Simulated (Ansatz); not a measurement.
Ga4P3N as one 8-atom ordering (P-43m) on the zincblende lattice: a single-point calculation in the plane-wave code Ansatz (r2SCAN). The geometry is the r2SCAN minimum.

```yaml
crystal:
  lattice:
    - [5.21397283, 0.0, 0.0]
    - [0.0, 5.21397283, 0.0]
    - [0.0, 0.0, 5.21397283]
  atoms:
    - { symbol: "N", position: [0.0, 0.0, 0.0] }
    - { symbol: Ga, position: [0.7722587181, 0.7722587181, 0.7722587181] }
    - { symbol: P, position: [0.5, 0.5, 0.0] }
    - { symbol: Ga, position: [0.2277412819, 0.2277412819, 0.7722587181] }
    - { symbol: P, position: [0.5, 0.0, 0.5] }
    - { symbol: Ga, position: [0.2277412819, 0.7722587181, 0.2277412819] }
    - { symbol: P, position: [0.0, 0.5, 0.5] }
    - { symbol: Ga, position: [0.7722587181, 0.2277412819, 0.2277412819] }
kpoints:
  mp_grid: { grid: [6, 6, 6] }
  band_path:
    path: [[0.0, 0.0, 0.0], [0.0, 0.5, 0.0], [0.5, 0.5, 0.0], [0.5, 0.5, 0.5]]
    npoints: 1
hamiltonian:
  xc: r2scan
scf:
  occupations: { method: fermi_dirac, width: 0.02 }
  n_extra_bands: 6
output:
  forces: true
  stress: true
  eigenvalues: true
```

In the abridged output below, numbers in square brackets stand for lines, or ends of lines, that were taken out.
```
Pseudopotential: N, paw, valence charge 5, recommended cutoff 500 eV (meta_gga)
Pseudopotential: Ga, paw, valence charge 13, recommended cutoff 500 eV (meta_gga)
Pseudopotential: P, paw, valence charge 5, recommended cutoff 500 eV (meta_gga)
Functional definition: r2SCAN
Crystal: 8 atoms, lattice volume = 141.745 Å³
Basis set: ecut = 500 eV, 3695 PW (Γ)
Bands: 42, of which v1, the nominal top of the filled ones, is band 36 counted from 1 (35 counted from 0)
Symmetry: 24 space group operations
Space group: P-43m (ITA 215)
k-points: 20 of 216 (time reversal used)
Free energy (F): -17826.477770 eV
Internal energy: -17826.477653 eV  (E = F + TS)
E sigma→0 (E₀):  -17826.477711 eV
Entropy (-TS):   -0.000117 eV (-0.015 meV/atom)
[1]
--- Forces (eV/Å), atoms counted from 1 ---
  atom   1  N       0.00000      0.00000      0.00000
  atom   2  Ga      0.00248      0.00248      0.00248
  atom   3  P       0.00000      0.00000      0.00000
  atom   4  Ga    -0.00248    -0.00248      0.00248
  atom   5  P       0.00000      0.00000      0.00000
  atom   6  Ga    -0.00248      0.00248    -0.00248
  atom   7  P       0.00000      0.00000      0.00000
  atom   8  Ga      0.00248    -0.00248    -0.00248
--- Stress (GPa, compression-positive) ---
[2]
--- Band table (eV; the first three rows and the last of 20) ---
[3]
```

The rows of the band table are 0: (0, 0, 0) = Γ, 1: (0, 0, 1/6), 2: (0, 0, 1/3), 19: (-1/2, -1/2, -1/2) = R.

**Question.** Give the withheld lines. They hold the stress, the Fermi energy and the band table.

**Answer.**
```
[1]
Fermi energy:    7.794193 eV
[2]
        0.040397       0.000000       0.000000
        0.000000       0.040397       0.000000
        0.000000       0.000000       0.040397
  P = ⅓ Tr σ = 0.0404 GPa (0.404 kbar)
[3]
  k-point 0: bands = […, 4.9012, 4.9012, 4.9012, 7.7212, 7.7212, 7.7212, 8.3059, 9.4855, 9.4855, 10.2767, …]
  k-point 1: bands = […, 4.5906, 4.8898, 4.8898, 6.8732, 7.4160, 7.4160, 8.9429, 9.7374, 10.1531, 10.4812, …]
  k-point 2: bands = […, 4.0835, 5.0920, 5.0920, 5.6175, 6.8195, 6.8195, 9.7861, 10.3756, 11.0338, 11.4741, …]
  k-point 19: bands = […, 5.3370, 6.7603, 6.7603, 6.7603, 7.3918, 7.3918, 7.8440, 10.8424, 10.8424, 10.8424, …]
```
Only the leading digits can be foreseen; the rest is this run's record.

Command: `ansatz run input.yaml --threads 2 --pin off --max-ram 20275MiB --backend cpu --events-out ev --progress --plain --runs-dir out`. It took 11 s on 2 threads of AMD EPYC 7R13 Processor (Zen 3) (shared host), load about 4.5 per core; peak host memory 0.86 GiB.

The cell comes from a prototype generator: it can be a known phase or a hypothetical one. Spin polarisation is off.
